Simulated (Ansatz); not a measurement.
**Does relaxation matter for the field gradients of BN with Fe replacing B?**

Start: a supercell of BN (zinc blende type, F-43m) built from a COD entry, with all atoms left at the host's positions.

Space group F-43m (No. 216); a = 10.8450 Å.

```csv
site,Wyckoff,site symmetry,x,y,z
Fe,4a,-43m,0.0000,0.0000,0.0000
B2,48h,..m,0.1667,0.0000,0.1667
B5,16e,.3m,0.3333,0.8333,0.1667
B9,16e,.3m,0.6667,0.6667,0.3333
B15,24f,2.mm,0.5000,0.6667,0.5000
N28,16e,.3m,0.0833,0.9167,0.0833
N29,24g,2.mm,0.2500,0.9167,0.2500
N33,48h,..m,0.5833,0.7500,0.4167
N41,16e,.3m,0.4167,0.5833,0.4167
N54,4c,-43m,0.7500,0.2500,0.7500
```

One atom of each set is listed; the run and its k-mesh use a cell of 54 atoms with edges of 7.67, 7.67, 7.67 Å.

All values are calculated (Ansatz; DFT, PBE, plane waves and PAW, scalar-relativistic, collinear spin, 420 eV cutoff, Γ-centred 3×3×3 k-points, Fermi–Dirac smearing 0.01 eV, cell charge -1), not measured. Start moments as typed (μB): 4 on each Fe, none on the rest.

The largest force at the start is 13 eV/Å. Relaxing the ions at fixed cell moves them by 0.219 Å at most (atom 28, N) and 0.061 Å rms.

| site | moved (Å) | first shell before | first shell after | V_zz before (10²¹ V/m²) | η before |
| --- | --- | --- | --- | --- | --- |
| Fe | 0.000 | 4 N at 1.57 Å | 4 N at 1.78 Å | 0.00 | – |
| B2 | 0.026 | 4 N at 1.57 Å | 4 N at 1.50–1.58 Å | -0.17 | 0.36 |
| B5 | 0.003 | 4 N at 1.57 Å | 4 N at 1.57 Å | 0.059 | 0.00 |
| B9 | 0.006 | 4 N at 1.57 Å | 4 N at 1.57 Å | 0.011 | 0.00 |
| B15 | 0.003 | 4 N at 1.57 Å | 4 N at 1.56–1.57 Å | -0.046 | 0.32 |
| N28 | 0.219 | 1 Fe at 1.57 Å, 3 B at 1.57 Å | 3 B at 1.50 Å, 1 Fe at 1.78 Å | -2.84 | 0.00 |
| N29 | 0.004 | 4 B at 1.57 Å | 4 B at 1.54–1.57 Å | -0.12 | 0.96 |
| N33 | 0.005 | 4 B at 1.57 Å | 4 B at 1.56–1.58 Å | 0.14 | 0.40 |
| N41 | 0.000 | 4 B at 1.57 Å | 4 B at 1.57 Å | -0.038 | 0.00 |

Problem. How do the gradients change?

Solution. 

| site | V_zz after | η after | change of V_zz |
| --- | --- | --- | --- |
| Fe | 0.00 | – | 0.00 |
| B2 | 0.41 | 0.89 | – |
| B5 | 0.074 | 0.00 | +0.02 |
| B9 | 0.039 | 0.00 | +0.03 |
| B15 | -0.096 | 0.74 | -0.05 |
| N28 | -3.60 | 0.00 | -0.76 |
| N29 | -1.30 | 0.16 | -1.18 |
| N33 | -0.17 | 0.03 | – |
| N41 | 0.044 | 0.00 | +0.08 |

The largest change of V_zz along a kept axis is on N29, from -0.12 to -1.30. In per cent, |V_zz| changes by +27 on N (all sites that start above 2). Where |V_zz| stays above 0.1 and the axes keep their order, η moves most on N29, from 0.96 to 0.16. V_zz changes sign on N41 (same axis). On B2, N33 the largest principal value lies along another axis in the second run, so the two V_zz can't be compared directly. Other sites without a gradient aren't listed. The electronic state changes along with the positions (absolute moment from 0.8 to 2.0 μB), so the changes aren't those of geometry alone.

The defect repeats with the cell of 54 atoms, so it feels its images: sites between two images don't show the values beside a lone defect, and zeros or small values of η there can come from the images' arrangement. A uniform background compensates the cell's charge. The defect cell has no gap above 0.1 eV on its mesh, so the values can hang on the smearing and the k-mesh. The run lost most of its start moments on Fe; a state with other moments may lie lower.
Before: The cell keeps the host's lattice, where the PBE pressure is 16 GPa (in a charged cell this depends on the convention for the mean potential). The neighbours have not yet relaxed around the defect (largest force 13 eV/Å), so the values at and beside it are those of a strained start, not of the defect in a real crystal.
After: The relaxation keeps the site symmetry -43m of the start, so the impurity can't leave its site; a distortion that would localise the partly filled state isn't explored. The cell keeps the host's lattice, where the PBE pressure is 12 GPa (in a charged cell this depends on the convention for the mean potential).
